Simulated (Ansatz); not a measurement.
RuRhN2:
```xyz
4
Lattice="1.3789 0.7961 6.3872 -1.3789 0.7961 6.3872 0.0000 -1.5922 6.3872" Properties=species:S:1:pos:R:3 pbc="T T T"
Ru     0.0000     0.0000     9.5807
Rh     0.0000     0.0000     0.0000
N      0.0000     0.0000    17.2507
N      0.0000     0.0000     1.9108
```
The run is spin-polarised; directions of the spins, atom by atom: 0 0 0 0.

Relaxed with plane-wave PAW PBEsol (Ansatz code). Indices refer to the conventional cell of R-3m, a = b = 2.7578 Å, c = 19.1615 Å, α = β = 90.00°, γ = 120.00°.

Task: Simulate the powder diffraction pattern (Cu Kα, λ = 1.54184 Å; lines above 1 %) up to 2θ = 90°.

Result: Simulated powder pattern, Cu Kα, λ = 1.54184 Å (kinematic, ideal powder, no thermal factors, no anomalous dispersion; the 30 strongest lines at most, above 1 %, up to 2θ = 90°):

| 2θ (°) | d (Å) | I/Imax (%) | hkl |
|---|---|---|---|
| 27.94 | 3.194 | 60 | (0006) |
| 37.97 | 2.370 | 1.3 | (1 0 -1 1) |
| 38.86 | 2.317 | 100 | (0 1 -1 2) |
| 42.28 | 2.137 | 59 | (1 0 -1 4) |
| 54.24 | 1.691 | 36 | (0 1 -1 8) |
| 57.74 | 1.597 | 9.9 | (0 0 0 12) |
| 62.10 | 1.495 | 27 | (1 0 -1 10) |
| 67.98 | 1.379 | 20 | (1 1 -2 0) |
| 75.03 | 1.266 | 21 | (1 1 -2 6) |
| 80.96 | 1.188 | 8.8 | (0 1 -1 14) |
| 81.17 | 1.185 | 11 | (2 0 -2 2) |
| 83.42 | 1.159 | 8.2 | (0 2 -2 4) |

The start of the workflow was typed in or built on a structure type; neither database checked (COD, Materials Project) lists it. Whether it is the stable phase at ambient conditions was not checked. Symmetry was held in the PBEsol relaxation; its stability against distortions is not shown here. Magnetic state: ferromagnetic, the only order run, not a proven ground state. Its formation energy is positive at this level, so the cell may be metastable or incomplete. No Hubbard U is applied.

Potentials: the later of the program's two PAW sets.
